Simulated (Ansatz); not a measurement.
Ansatz (a program for electronic structure) input:

Ansatz 0.2 input:
```yaml
crystal:
  lattice:
    - [0.0, 2.7449247649, 2.7449247649]
    - [2.7449247649, 0.0, 2.7449247649]
    - [2.7449247649, 2.7449247649, 0.0]
  atoms:
    - { symbol: Ba, position: [0.0, 0.0, 0.0] }
    - { symbol: O, position: [0.5, 0.5, 0.5] }
kpoints:
  mp_grid: { grid: [8, 8, 8] }
basis: { xc_grid: 2 }
hamiltonian:
  xc: pbesol
  pseudopotentials: { kind: paw }
scf:
  occupations: { method: fixed }
output:
  optics: { e_range: [0.0, 15.0], de: 0.05, sigma: 0.1, bands: { spectra_wanted_up_to: 12 eV } }
```

Output (shortened):

```
output.optics: the spectra are integrated over the Brillouin zone by k·p interpolation around the k-points, where levels, occupations, output.optics.sigma and …
Pseudopotential: Ba, paw, valence charge 10
Pseudopotential: O, paw, valence charge 6
Functional definition: PBEsol
Crystal: 2 atoms, lattice volume = 41.364 Å³
Basis set: ecut = 420 eV, 869 PW (Γ), exchange–correlation on 54×54×54 points (8 copies of the dense FFT grid, shifted against one another)
Bands: 12, of which v1, the nominal top of the filled ones, is band 8 counted from 1 (7 counted from 0)
Symmetry: 48 space group operations
Space group: Fm-3m (ITA 225), of the structure as read, at distance tolerance 3.5e-5 Å
k-points: 29 of 512
SCF iter   1: F=—  HF=-6426.106343 eV  |F-HF|=—  |Δ(HF+E_count)|=         —  Δρ=1.39e-2  dr2=8.00e-2  ethr=1.77e-3  ⟨swp⟩=4.8  Hψ=2037  notcnv=0  defer=46
preconditioner: auto → none
SCF iter   2: F=—  HF=-6426.109362 eV  |F-HF|=—  |Δ(HF+E_count)|=   3.02e-3  Δρ=1.58e-2  dr2=9.70e-2  ethr=5.00e-4  ⟨swp⟩=2.6  Hψ=870  notcnv=0  defer=51
SCF iter   3: F=—  HF=-6426.088660 eV  |F-HF|=—  |Δ(HF+E_count)|=   2.07e-2  Δρ=1.33e-3  dr2=5.18e-4  ethr=5.00e-4  ⟨swp⟩=2.4  Hψ=512  notcnv=0  defer=52
SCF iter   4: F=—  HF=-6426.088677 eV  |F-HF|=—  |Δ(HF+E_count)|=   1.70e-5  Δρ=4.89e-4  dr2=7.33e-5  ethr=3.24e-6  ⟨swp⟩=2.9  Hψ=618  notcnv=0  defer=54
SCF iter   5: F=—  HF=-6426.088664 eV  |F-HF|=—  |Δ(HF+E_count)|=   1.29e-5  Δρ=3.50e-5  dr2=5.50e-7  ethr=4.58e-7  ⟨swp⟩=2.0  Hψ=435  notcnv=0  defer=50
SCF iter   6: F=—  HF=-6426.088664 eV  |F-HF|=—  |Δ(HF+E_count)|=   4.64e-7  Δρ=2.48e-6  dr2=1.97e-9  ethr=3.44e-9  ⟨swp⟩=2.0  Hψ=568  notcnv=0  defer=39
SCF iter   7: F=—  HF=-6426.088664 eV  |F-HF|=—  |Δ(HF+E_count)|=   2.02e-9  Δρ=3.74e-7  dr2=7.49e-11  ethr=1.23e-11  ⟨swp⟩=2.0  Hψ=562  notcnv=0  defer=39
SCF iter   8: F=-6426.088664 eV  HF=-6426.088664 eV  |F-HF|=9.09e-13  |Δ(HF+E_count)|=  7.28e-12  Δρ=4.63e-8  dr2=1.20e-12  ethr=1.00e-12  ⟨swp⟩=7.0  Hψ=2256  notcnv=0
SCF 1 converged in 8 iterations: F = -6426.088664 eV  dr2 = 1.20e-12
NSCF: frozen V_eff on 29 k-points
Optics k sum: 0 of 29 k-points
Optics k sum: 2 of 29 k-points
Optics k sum: 3 of 29 k-points
Optics k sum: 5 of 29 k-points
Optics k sum: 6 of 29 k-points
Optics k sum: 8 of 29 k-points
Optics k sum: 9 of 29 k-points
Optics k sum: 11 of 29 k-points
Optics k sum: 12 of 29 k-points
Optics k sum: 14 of 29 k-points
Optics k sum: 15 of 29 k-points
Optics k sum: 16 of 29 k-points
Optics k sum: 18 of 29 k-points
Optics k sum: 19 of 29 k-points
Optics k sum: 21 of 29 k-points
Optics k sum: 22 of 29 k-points
Optics k sum: 24 of 29 k-points
Optics k sum: 25 of 29 k-points
Optics k sum: 27 of 29 k-points
Optics k sum: 28 of 29 k-points
Optics k sum: 29 of 29 k-points
Optics k sum: 0 of 29 k-points
Optics k sum: 2 of 29 k-points
Optics k sum: 3 of 29 k-points
Optics k sum: 5 of 29 k-points
Optics k sum: 6 of 29 k-points
Optics k sum: 8 of 29 k-points
Optics k sum: 9 of 29 k-points
Optics k sum: 11 of 29 k-points
Optics k sum: 12 of 29 k-points
Optics k sum: 14 of 29 k-points
Optics k sum: 15 of 29 k-points
Optics k sum: 16 of 29 k-points
Optics k sum: 18 of 29 k-points
Optics k sum: 19 of 29 k-points
Optics k sum: 21 of 29 k-points
Optics k sum: 22 of 29 k-points
Optics k sum: 24 of 29 k-points
Optics k sum: 25 of 29 k-points
Optics k sum: 27 of 29 k-points
Optics k sum: 28 of 29 k-points
Optics k sum: 29 of 29 k-points
NSCF: frozen V_eff on 29 k-points
Optics k sum: 0 of 29 k-points
Optics k sum: 2 of 29 k-points
Optics k sum: 3 of 29 k-points
Optics k sum: 5 of 29 k-points
Optics k sum: 6 of 29 k-points
Optics k sum: 8 of 29 k-points
Optics k sum: 9 of 29 k-points
Optics k sum: 11 of 29 k-points
Optics k sum: 12 of 29 k-points
Optics k sum: 14 of 29 k-points
Optics k sum: 15 of 29 k-points
Optics k sum: 16 of 29 k-points
Optics k sum: 18 of 29 k-points
Optics k sum: 19 of 29 k-points
Optics k sum: 21 of 29 k-points
Optics k sum: 22 of 29 k-points
Optics k sum: 24 of 29 k-points
Optics k sum: 25 of 29 k-points
Optics k sum: 27 of 29 k-points
Optics k sum: 28 of 29 k-points
Optics k sum: 29 of 29 k-points
Optics k sum: 0 of 29 k-points
Optics k sum: 2 of 29 k-points
Optics k sum: 3 of 29 k-points
Optics k sum: 5 of 29 k-points
Optics k sum: 6 of 29 k-points
Optics k sum: 8 of 29 k-points
Optics k sum: 9 of 29 k-points
Optics k sum: 11 of 29 k-points
Optics k sum: 12 of 29 k-points
Optics k sum: 14 of 29 k-points
Optics k sum: 15 of 29 k-points
Optics k sum: 16 of 29 k-points
Optics k sum: 18 of 29 k-points
Optics k sum: 19 of 29 k-points
Optics k sum: 21 of 29 k-points
Optics k sum: 22 of 29 k-points
Optics k sum: 24 of 29 k-points
Optics k sum: 25 of 29 k-points
Optics k sum: 27 of 29 k-points
Optics k sum: 28 of 29 k-points
Optics k sum: 29 of 29 k-points
output.optics: what the bands over the 28 summed would add to eps1, eps2 and the energy-loss function is held between a lower and an upper bound (8 Lanczos …
SCF converged after 8 iterations
Free energy (F): -6426.088664 eV
Harris-Foulkes:  -6426.088664 eV  (|F-HF|=9.09e-13)
Internal energy: -6426.088664 eV  (E = F + TS)
E sigma→0 (E₀):  -6426.088664 eV
Fermi energy:    8.788987 eV
--- Per-component energies (eV) ---
  E_band       = -11.497535
  E_kinetic    = 344.698827
  E_local      = -549.669950  (includes V_loc(G=0)·N_el)
  E_nonlocal   = 106.721414
  E_hartree    = 195.186475
  E_xc         = -241.617933
  E_vxc        = -231.583331  (∫ρ·V_xc dr)
  E_paw        = -5292.335896  (= ΣΔE_a)
  E_vpaw       = -72.039859  (= ΣTr[D̂ρ^β])
  E_aug_tail   = 0.002388  (compensation charges beyond the density's cutoff)
  E_ewald      = -989.260710
  E_core_change = 0.186721  (= ΣΔE_core)
  E_smearing   =  0.000000  (= −TS)
  E_closure    =  0.000000  (closes the sum)
  Σ components = -6426.088664   (vs F -6426.088664, Δ=0.00e0)
  [band-id]    e_kinetic+e_local+e_nonlocal+2·e_hartree+e_vxc+e_vpaw+e_augmentation_tail = -11.497560   (vs E_band -11.497535, Δ=-2.54e-5)
--- Band table (eV; the first three rows and the last of 29) ---
  k-point 0: bands = ["-16.9693", "-6.2240", "-1.4090", "-1.4090", "-1.4090", "8.2465", "8.2465", "8.2465", "12.3178", "13.4661", "13.4661", "13.4661"]
  k-point 1: bands = ["-16.9281", "-6.3422", "-1.4502", "-1.4284", "-1.4284", "7.9211", "8.0582", "8.0582", "12.9556", "13.2470", "13.7380", "13.7380"]
  k-point 2: bands = ["-16.8257", "-6.6286", "-1.5431", "-1.4741", "-1.4741", "7.3127", "7.6518", "7.6518", "13.0750", "14.4872", "14.4872", "14.5581"]
  k-point 28: bands = ["-16.5896", "-6.6512", "-2.5909", "-2.5909", "-1.4840", "7.2980", "8.5454", "8.5454", "13.2219", "13.2219", "15.7702", "18.1618"]
```

Cost: about 29 core-seconds (a rough figure) on shared cores.

Symmetry was held in the PBEsol relaxation. Scalar-relativistic: spin–orbit coupling is off unless named, which matters more the heavier the elements.

Potentials: the later of the program's two PAW sets.

Ansatz is a plane-wave DFT program.
